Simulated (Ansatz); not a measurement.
Mg2CdS3 (I-4m2) at 3 levels of theory

One geometry, relaxed with PBE; plane waves with PAW potentials in Ansatz, scalar-relativistic. No spin polarisation. Gaps are the least over mesh and band path; pressure is positive in compression, and isn't given for hybrids.

```
Mg Cd S
1.0
    -2.04484    2.04484    8.62426
     2.04484   -2.04484    8.62426
     2.04484    2.04484   -8.62426
Mg Cd S
2 1 3
Direct
  0.83086 0.83086 0.00000
  0.16913 0.16913 0.00000
  0.50000 0.50000 0.00000
  0.58905 0.08905 0.50000
  0.25000 0.75000 0.50000
  0.91095 0.41095 0.50000
```

| level | cutoff (eV) | k mesh | gap (eV) | pressure (GPa) |
| --- | --- | --- | --- | --- |
| PBE | 420 | 10×10×10 | 2.38 | 0.0 |
| r2SCAN | 500 | 10×10×10 | 2.92 | -1.2 |
| HSE06 | 420 | 6×6×6 | 3.41 | - |

It was reached by relaxing an invented guess, and it needn't be the stable form of this composition.
